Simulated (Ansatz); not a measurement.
Input and command of a calculation in Ansatz (plane waves; scalar-relativistic PAW potentials unless the input names others):

```yaml
crystal:
  lattice:
    - [5.6865918151, 0.0, 0.0]
    - [0.0, 5.6865918151, 0.0]
    - [0.0, 0.0, 2.8128014858]
  atoms:
    - { symbol: Li, position: [0.3400870487, 0.3400870487, 0.0] }
    - { symbol: Li, position: [0.1599129513, 0.8400870487, 0.5] }
    - { symbol: Li, position: [0.6599129513, 0.6599129513, 0.0] }
    - { symbol: Li, position: [0.8400870487, 0.1599129513, 0.5] }
    - { symbol: F, position: [0.0, 0.0, 0.0] }
    - { symbol: F, position: [0.5, 0.5, 0.5] }
basis:
  ecutwfc: 420
kpoints:
  mp_grid: { grid: [8, 8, 12], shift: [0.5, 0.5, 0.5] }
hamiltonian:
  xc: pbe
scf:
  occupations: { method: gaussian, width: 0.1 }
output:
  forces: true
  eigenvalues: true
  stress: true
```

```bash
ansatz run input.yaml --threads 1 --pin off --max-ram 2560MiB --backend cpu --events-out ev --progress --plain --runs-dir out
```

Abridged log:
```
Basis set: ecut = 420 eV, 1805 PW (Γ), exchange–correlation on 80×80×40 points (8 copies of the dense FFT grid, shifted against one another)
Bands: 19, of which v1, the nominal top of the filled ones, is band 13 counted from 1 (12 counted from 0)
Symmetry: 16 space group operations
k-points: 60 of 768
SCF iter   1: F=—  HF=-2440.340749 eV  |F-HF|=—  |Δ(HF+E_count)|=         —  Δρ=3.10e-3  dr2=5.29e-3  ethr=1.77e-3  ⟨swp⟩=5.3  Hψ=5503  notcnv=0
SCF iter   2: F=—  HF=-2440.340536 eV  |F-HF|=—  |Δ(HF+E_count)|=   2.12e-4  Δρ=1.75e-3  dr2=2.51e-3  ethr=2.03e-5  ⟨swp⟩=1.3  Hψ=1705  notcnv=0
SCF iter   3: F=—  HF=-2440.341160 eV  |F-HF|=—  |Δ(HF+E_count)|=   6.24e-4  Δρ=8.91e-4  dr2=7.51e-4  ethr=9.64e-6  ⟨swp⟩=2.6  Hψ=1554  notcnv=0
SCF iter   4: F=—  HF=-2440.341127 eV  |F-HF|=—  |Δ(HF+E_count)|=   3.36e-5  Δρ=3.16e-4  dr2=1.35e-4  ethr=2.89e-6  ⟨swp⟩=2.0  Hψ=1411  notcnv=0
SCF iter   5: F=—  HF=-2440.341087 eV  |F-HF|=—  |Δ(HF+E_count)|=   3.93e-5  Δρ=6.36e-5  dr2=7.48e-6  ethr=5.18e-7  ⟨swp⟩=1.6  Hψ=1104  notcnv=0
SCF iter   6: F=—  HF=-2440.340967 eV  |F-HF|=—  |Δ(HF+E_count)|=   1.20e-4  Δρ=1.89e-5  dr2=5.01e-7  ethr=2.88e-8  ⟨swp⟩=2.8  Hψ=1819  notcnv=0
SCF iter   7: F=-2440.340967 eV  HF=-2440.340967 eV  |F-HF|=4.05e-8  |Δ(HF+E_count)|=   1.04e-7  Δρ=7.47e-6  dr2=5.27e-8  ethr=3.85e-10  ⟨swp⟩=7.7  Hψ=4656  notcnv=0
SCF 1 converged in 7 iterations: F = -2440.340967 eV  dr2 = 5.27e-8
SCF converged after 7 iterations
Free energy (F): -2440.340967 eV
Harris-Foulkes:  -2440.340967 eV  (|F-HF|=4.05e-8)
Internal energy: -2440.335229 eV  (E = F + TS)
E sigma→0 (E₀):  -2440.338098 eV
Entropy (-TS):   -0.005739 eV (-0.956 meV/atom)
Fermi energy:    2.843620 eV
--- Forces (eV/Å), atoms counted from 1 ---
  atom   1  Li    -0.00333308    -0.00333308     0.00000000
  atom   2  Li     0.00333308    -0.00333308     0.00000000
  atom   3  Li     0.00333308     0.00333308     0.00000000
  atom   4  Li    -0.00333308     0.00333308     0.00000000
  atom   5  F      0.00000000     0.00000000     0.00000000
  atom   6  F      0.00000000     0.00000000     0.00000000
--- Stress (GPa, compression-positive) ---
        0.038632       0.000000       0.000000
        0.000000       0.038632       0.000000
        0.000000       0.000000      -0.134814
  P = ⅓ Tr σ = -0.0192 GPa (-0.192 kbar)
```

Apart from outputs, empty bands and the relaxation, which only the reference makes, the input differs from a reference run on usual settings in kpoints.mp_grid.shift: not typed → [0.5, 0.5, 0.5]. The reference, at the same geometry, ended its own course with pressure 0.02 GPa, largest force 0.000 eV/Å, no gap on the mesh. This run converged in 7 SCF iterations with an energy at zero smearing 0.20 meV/atom below the reference's, pressure -0.02 GPa, largest force 0.005 eV/Å, no gap on the mesh.

It took 5.2 s on 1 thread of Arm Neoverse V1, on a shared host, peak memory 0.36 GiB.